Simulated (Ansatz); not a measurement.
Here is the system:

SiMo$_{3}$:
```cif
data_Mo6Si2
_chemical_formula_sum 'Si2 Mo6'
_space_group_name_H-M_alt 'Pm-3n'
_space_group_IT_number 223
_space_group_name_Hall '-P 4n 2 3'
_cell_length_a 4.90475
_cell_length_b 4.90475
_cell_length_c 4.90475
_cell_angle_alpha 90.000
_cell_angle_beta 90.000
_cell_angle_gamma 90.000
loop_
_atom_site_label
_atom_site_type_symbol
_atom_site_symmetry_multiplicity
_atom_site_Wyckoff_symbol
_atom_site_fract_x
_atom_site_fract_y
_atom_site_fract_z
_atom_site_occupancy
Si1 Si 2 a 0.00000 0.00000 0.00000 1
Mo1 Mo 6 c 0.00000 0.50000 0.25000 1
```

This is the PBE-relaxed structure.

All from PBE (plane waves, PAW; program Ansatz), unless another level is named. Give the electronic character.

metallic (no gap).

And the density of states at the Fermi level?

0.44 states/eV per atom (mean over ±0.08 eV).

What about the formation energy from the elements (no fitted shifts)?

-31 kJ/mol of atoms.

The PBE relaxation kept the symmetry of its start. The run is not spin-polarised. The references are the lowest solids computed at this level, not always the standard phases. Spin–orbit coupling is left out wherever it is not named.

Potentials: the earlier of the program's two PAW sets.
